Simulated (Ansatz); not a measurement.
# Cr started on a Mg site in antifluorite Mg2Si, 96 atoms, charge −1

The calculation used DFT, PBEsol, PAW, plane waves in Ansatz 0.2.0.

Command:

```sh
ansatz run in.yaml --threads 8 --pin off --max-ram 118750MiB --runs-dir r --events-out ev --progress --plain --backend cuda --devices 0, --max-vram 170GiB
```

The input less its lattice and atoms (starting moments on atoms near the defect: 5 μB in all):

```yaml
crystal:
  symmetry: { detect: false }
kpoints:
  mp_grid: { grid: [1, 1, 1], shift: [0.25, 0.25, 0.25] }
hamiltonian:
  xc: pbesol
total_charge: -1
magnetization:
  spin_polarized: true
scf:
  occupations: { method: fermi_dirac, width: 0.01 }
relax:
  f_tol: 0.03
  max_steps: 80
  escape_saddle: false
  adjacent_minimum: "off"
output:
  forces: true
  eigenvalues: true
  populations: true
  charged_corrections: { epsilon: 19 }
```

Start:

```xyz
96
Lattice="12.6495 0.0000 0.0000 0.0000 12.6495 0.0000 0.0000 0.0000 12.6495" Properties=species:S:1:pos:R:3 pbc="T T T"
Mg    4.7366    1.5951    1.5540
Mg    4.7840    1.5723    7.8932
Mg    4.7197    7.8862    1.5620
Mg   11.0871    1.5612    1.5858
Mg   11.0907    1.5907    7.9067
Mg   11.0393    7.9305    1.5665
Mg   11.0745    7.9342    7.8752
Mg    1.6017    4.7268    1.5652
Mg    1.5944    4.7360    7.8743
Mg    1.6027   11.0957    1.5662
Mg    1.5953   11.0698    7.8766
Mg    7.9274    4.7427    1.5876
Mg    7.8813    4.7234    7.9246
Mg    7.9027   11.0748    1.5861
Mg    7.9176   11.0706    7.8989
Mg    1.5973    1.5947    4.7699
Mg    1.5685    1.6129   11.0898
Mg    1.6055    7.9260    4.7396
Mg    1.5941    7.9304   11.0738
Mg    7.9131    1.5851    4.7543
Mg    7.8962    1.5727   11.0789
Mg    7.9314    7.9135    4.7212
Mg    7.9135    7.8863   11.0637
Mg    1.6139    1.5669    1.6065
Mg    1.5741    1.6304    7.8849
Mg    1.6177    7.8969    1.5665
Mg    1.5581    7.9121    7.9276
Mg    7.9143    1.5717    1.5968
Mg    7.9127    1.5980    7.9050
Mg    7.8975    7.9102    1.5672
Mg    7.9201    7.8917    7.8864
Mg    4.7296    4.7463    4.7569
Mg    4.7761    4.7691   11.0498
Mg    4.7368   11.0693    4.7383
Mg    4.7492   11.0345   11.0645
Mg   11.1005    4.7343    4.7450
Mg   11.0812    4.7738   11.0738
Mg   11.0722   11.0789    4.7290
Mg   11.0601   11.0949   11.0620
Mg    4.7616    4.7778    1.5724
Mg    4.7204    4.7688    7.9079
Mg    4.7842   11.1049    1.5937
Mg    4.7289   11.0853    7.9071
Mg   11.1032    4.7185    1.6037
Mg   11.0713    4.7385    7.9024
Mg   11.0815   11.0558    1.5863
Mg   11.0567   11.0880    7.9087
Mg    4.7258    1.5683    4.7399
Mg    4.7503    1.5965   11.0426
Mg    4.7194    7.9114    4.7299
Mg    4.7677    7.9042   11.0939
Mg   11.0625    1.5666    4.7426
Mg   11.0582    1.6259   11.0647
Mg   11.0706    7.9085    4.7097
Mg   11.0920    7.8730   11.0848
Mg    1.5792    4.7283    4.7632
Mg    1.5934    4.7271   11.0534
Mg    1.6009   11.0747    4.7258
Mg    1.5824   11.0946   11.0395
Mg    7.8722    4.7112    4.7350
Mg    7.8781    4.7521   11.0911
Mg    7.9001   11.0621    4.7419
Mg    7.8790   11.0826   11.0647
Cr    4.7488    7.9398    7.9330
Si    0.0085    0.0154    0.0138
Si    0.0078    0.0024    6.3527
Si    0.0100    6.3683    0.0178
Si   12.6175    6.3006    6.3091
Si    6.3217   12.6390   12.6436
Si    6.3110   12.6298    6.3317
Si    6.3259    6.3149    0.0194
Si    6.3138    6.3343    6.3309
Si    3.1613    3.1872    0.0184
Si    3.1474    3.1613    6.3136
Si    3.1525    9.4933   12.6287
Si    3.1734    9.5094    6.3618
Si    9.4955    3.1960   12.6363
Si    9.5037    3.1656    6.3290
Si    9.4678    9.4720   12.6262
Si    9.5036    9.5003    6.3624
Si    3.1613   12.6225    3.1696
Si    3.1752   12.6162    9.4513
Si    3.1496    6.2978    3.1321
Si    3.1511    6.3271    9.5217
Si    9.4929   12.6475    3.1641
Si    9.5019   12.6447    9.5103
Si    9.4787    6.3156    3.1966
Si    9.5024    6.3438    9.5166
Si   12.6446    3.1557    3.1599
Si    0.0106    3.1596    9.5017
Si   12.6394    9.4781    3.1467
Si   12.6461    9.4634    9.5139
Si    6.2881    3.1630    3.1875
Si    6.3550    3.1369    9.5078
Si    6.3702    9.4579    3.1474
Si    6.3432    9.5329    9.5266
```

Steps:

```tsv
step	energy less the first (eV)	largest force component (eV/Å)
start	0.000	0.483
1	-0.157	0.343
2	-0.422	0.021
3	-0.422	0.021
```

End:

```xyz
96
Lattice="12.6495 0.0000 0.0000 0.0000 12.6495 0.0000 0.0000 0.0000 12.6495" Properties=species:S:1:pos:R:3 pbc="T T T"
Mg    4.7509    1.5871    1.5838
Mg    4.7485    1.5829    7.9059
Mg    4.7483    7.9114    1.5830
Mg   11.0735    1.5861    1.5822
Mg   11.0742    1.5848    7.9110
Mg   11.0735    7.9117    1.5831
Mg   11.0723    7.9113    7.9070
Mg    1.5899    4.7507    1.5855
Mg    1.5950    4.7591    7.9170
Mg    1.5864   11.0701    1.5825
Mg    1.5962   11.0634    7.8993
Mg    7.9094    4.7485    1.5833
Mg    7.8992    4.7571    7.9001
Mg    7.9083   11.0683    1.5813
Mg    7.8937   11.0579    7.9192
Mg    1.5880    1.5877    4.7477
Mg    1.5864    1.5848   11.0697
Mg    1.5950    7.9191    4.7564
Mg    1.5966    7.9016   11.0581
Mg    7.9079    1.5857    4.7469
Mg    7.9093    1.5835   11.0687
Mg    7.8971    7.8998    4.7531
Mg    7.8973    7.9210   11.0561
Mg    1.5818    1.5841    1.5807
Mg    1.5862    1.5842    7.9072
Mg    1.5868    7.9085    1.5811
Mg    1.6470    7.9095    7.9067
Mg    7.9102    1.5828    1.5801
Mg    7.9047    1.5793    7.9058
Mg    7.9067    7.9064    1.5795
Mg    7.8460    7.9078    7.9063
Mg    4.7580    4.7575    4.7563
Mg    4.7424    4.7551   11.0604
Mg    4.7414   11.0626    4.7535
Mg    4.7577   11.0580   11.0550
Mg   11.0740    4.7500    4.7504
Mg   11.0726    4.7482   11.0700
Mg   11.0716   11.0687    4.7473
Mg   11.0721   11.0690   11.0661
Mg    4.7479    4.7500    1.5825
Mg    4.7472    4.8006    7.9064
Mg    4.7446   11.0686    1.5778
Mg    4.7451   11.0110    7.9051
Mg   11.0731    4.7417    1.5838
Mg   11.0713    4.7507    7.9068
Mg   11.0714   11.0694    1.5789
Mg   11.0680   11.0670    7.9038
Mg    4.7467    1.5854    4.7468
Mg    4.7454    1.5812   11.0657
Mg    4.7499    7.9090    4.8058
Mg    4.7458    7.9065   11.0067
Mg   11.0709    1.5856    4.7410
Mg   11.0690    1.5806   11.0706
Mg   11.0696    7.9068    4.7481
Mg   11.0705    7.9077   11.0645
Mg    1.5873    4.7520    4.7490
Mg    1.6091    4.7693   11.0462
Mg    1.6072   11.0469    4.7674
Mg    1.5877   11.0668   11.0651
Mg    7.8851    4.7704    4.7697
Mg    7.9066    4.7488   11.0647
Mg    7.9039   11.0651    4.7479
Mg    7.8840   11.0452   11.0429
Cr    4.7410    7.9028    7.9026
Si    0.0029    0.0007   12.6493
Si    0.0054   12.6492    6.3240
Si    0.0056    6.3282   12.6477
Si    0.0097    6.3351    6.3320
Si    6.3293   12.6470   12.6457
Si    6.3256   12.6443    6.3280
Si    6.3268    6.3312   12.6435
Si    6.2963    6.3582    6.3595
Si    3.1648    3.1692   12.6478
Si    3.1694    3.1699    6.3327
Si    3.1681    9.4871   12.6416
Si    3.1971    9.4579    6.3562
Si    9.4896    3.1655   12.6494
Si    9.4863    3.1677    6.3268
Si    9.4884    9.4891   12.6456
Si    9.4801    9.4847    6.3303
Si    3.1638    0.0011    3.1671
Si    3.1687   12.6471    9.4842
Si    3.1713    6.3337    3.1723
Si    3.1992    6.3550    9.4556
Si    9.4905    0.0019    3.1626
Si    9.4892   12.6484    9.4870
Si    9.4888    6.3247    3.1672
Si    9.4856    6.3303    9.4841
Si    0.0045    3.1678    3.1641
Si    0.0073    3.1701    9.4939
Si    0.0058    9.4923    3.1661
Si    0.0104    9.4866    9.4848
Si    6.3327    3.1698    3.1681
Si    6.3268    3.1712    9.4844
Si    6.3263    9.4852    3.1683
Si    6.2901    9.4535    9.4527
```

The calculation finished and met its thresholds.

Time: 6.3 s of wall time on one NVIDIA GB200 with 8 processor threads, on a host shared with other runs; peak host memory 2.3 GiB.

Task: How much energy did the relaxation gain, and which atom moved most?

Result: 0.42 eV in 3 steps, from a start with small random displacements; atom 96 (Si) moved 0.12 Å, the median atom 0.03 Å (drift of the whole cell removed).

The moment started at 5 μB and ended at 5.0 μB; no other spin state is shown. The one k point has no symmetry partners, which can distort the end along one axis.
